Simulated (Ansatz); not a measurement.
F:
```xyz
4
Lattice="2.6607 1.5300 0.0000 -2.6607 1.5300 0.0000 -2.1533 0.0000 6.8668" Properties=species:S:1:pos:R:3 pbc="T T T"
F     -0.8469     1.5300     2.7730
F     -1.3064     1.5300     4.0938
F     -2.4238     1.5300     0.6585
F      0.2705     1.5300     6.2082
```

Relaxed with r²SCAN+D4. Special points in fractions of this cell's reciprocal vectors: Γ (0.000, 0.000, 0.000); C (0.341, 0.341, 0.000); C2 (-0.341, 0.659, 0.000); Y2 (-0.500, 0.500, 0.000); M2 (-0.500, 0.500, 0.500); D (-0.321, 0.679, 0.500); D2 (0.321, 0.321, 0.500); A (0.000, 0.000, 0.500); L2 (0.000, 0.500, 0.500); V2 (0.000, 0.500, 0.000).

Q: List the band energies nearest the valence-band maximum at these points for r²SCAN+D4 (plane waves, PAW; program Ansatz).

A: In eV from the valence-band maximum; about four levels below and three above (degenerate sets whole), none deeper than 8.9 eV; … stands for higher levels left out; points with the same levels are listed once.

```tsv
k	below	above
Γ	-0.37 -0.21 -0.17 -0.06	3.64 4.92 …
C	-0.68 -0.54 -0.37 -0.36	4.33 4.49 …
Y2	-0.68 -0.46 -0.36 0.00	4.30 4.42 …
M2	-0.68 -0.60 -0.19 -0.16	4.38 4.41 …
D	-0.75 -0.58 -0.46 -0.25	4.40 4.45 …
A	-0.33 -0.28 -0.13 -0.10	4.24 4.29 …
L2	-0.89 -0.54 -0.43 -0.15	4.16 4.66 …
V2	-0.72 -0.69 -0.36 -0.30	4.40 4.45 …
```

Space group C2/m. The workflow started from a Materials Project entry (that database holds measured and hypothetical structures alike); the Crystallography Open Database files this formula in space group No. 12, but the cells were not matched. It is not the usual solid phase (space group No. 15). The cell was relaxed with r²SCAN+D4 under the symmetry of its start; its stability against distortions is not shown here. The substance is a gas or liquid at ambient conditions.

Potentials: the later of the program's two PAW sets.
